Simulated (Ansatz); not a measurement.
CsBr (CsCl type, Pm-3m), a = 4.389 Å, b = 4.389 Å, c = 4.389 Å, α = 90.00°, β = 90.00°, γ = 90.00°.

Relaxed with PBE. Plane-wave PAW PBE (Ansatz code) gives a gap of 4.25 eV.

**Question.** What gap does HSE06 give on the same cell (Ansatz, PAW)?

**Answer.** 5.41 eV, 1.16 eV more. The hybrid was solved on a coarser mesh and at special points; its gap is the smallest among all of these.

| k | v1 PBE | c1 PBE | v1 HSE06 | c1 HSE06 |
|---|---|---|---|---|
| Γ | -0.02 | 4.25 | -0.02 | 5.41 |
| R | -1.02 | 8.00 | ___ | ___ |
| M | 0.00 | 5.22 | ___ | ___ |
| X | -0.17 | 5.90 | ___ | ___ |

**Question.** Top valence (v1) and lowest conduction level (c1) in eV from each method's valence maximum (which need not be a listed point): supply the withheld HSE06 values.

**Answer.** 
- R, v1 HSE06: -1.08
- R, c1 HSE06: 9.33
- M, v1 HSE06: 0.00
- M, c1 HSE06: 6.37
- X, v1 HSE06: -0.18
- X, c1 HSE06: 7.11

Cost on shared cores: the PBE run (SCF on a 6×6×6 mesh, then bands and DOS) very roughly 17 core-seconds, the HSE06 run (SCF on 5×5×5, then a few points) around 2.3 core-minutes (rough); the tasks are unlike.

The PBE relaxation kept the symmetry of its start. Spin–orbit coupling is left out wherever it is not named.

Potentials: the later of the program's two PAW sets.
